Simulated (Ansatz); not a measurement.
Rigid (001) slab of Pb, space group P6_3/mmc (No. 194):

```xyz
4
Lattice="3.4722 0.0000 0.0000 -1.7361 3.0070 0.0000 0.0000 0.0000 25.5908" Properties=species:S:1:pos:R:3 pbc="T T T"
Pb    1.7361    1.0023    8.5000
Pb    0.0000    2.0047   11.3636
Pb    1.7361    1.0023   14.3103
Pb    0.0000    2.0047   16.9960
```

Computed with Ansatz, DFT PBEsol, scalar-relativistic, plane waves, PAW. Plane waves to 420 eV, a k mesh through Γ of 9×9×1 on the computed 5-atom cell and Gaussian smearing (0.10 eV); no spin polarisation. The cell repeats along c with a dipole correction in the vacuum.

An adatom of C is held over the places (i/4, j/4) of the 1×1 surface cell, counted from the highest atom (Pb), and only its height relaxes; one adatom per 10.4 Å². This grid misses the threefold hollows of the hexagonal cell, which often bind best.

Q: What is the energy landscape, counted from the lowest point of this grid?

A: Energies in eV:

```csv
i,j=0,j=1,j=2,j=3
0,1.33,1.07,0.00,1.07
1,1.07,1.07,0.29,0.29
2,0.00,0.25,0.00,0.29
3,1.07,0.25,0.25,1.07
```

Heights over the highest slab atom in Å:

| i | j=0 | j=1 | j=2 | j=3 |
| --- | --- | --- | --- | --- |
| 0 | 2.24 | 2.00 | 1.31 | 2.00 |
| 1 | 2.00 | 2.00 | 1.44 | 1.44 |
| 2 | 1.31 | 1.48 | 1.31 | 1.44 |
| 3 | 2.00 | 1.48 | 1.48 | 2.00 |

Spin–orbit coupling is left out, which can shift energies with elements as heavy as these.

The reference crystal is a form of Pb, which isn't its usual structure.